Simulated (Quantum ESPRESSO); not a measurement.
RbLuO2 (space group R-3m, No. 166) has an indirect gap of 3.22 eV with norm-conserving PBEsol (Quantum ESPRESSO, 100 Ry, scalar-relativistic). After an isotropic strain (on all lattice vectors, atoms relaxed) the gap is indirect, 3.15 eV.

Question: Which strain was applied?
A. -3 %
B. +1 %
C. -1.5 %
D. -0.7 %
E. +2 %

Answer: C, -1.5 %. Gaps found: -3 %: 3.05 eV (indirect); -1.5 %: 3.15 eV (indirect); -0.7 %: 3.19 eV (indirect); 0 %: 3.22 eV (indirect); 1 %: 3.25 eV (near tie); 2 %: 3.07 eV (direct).
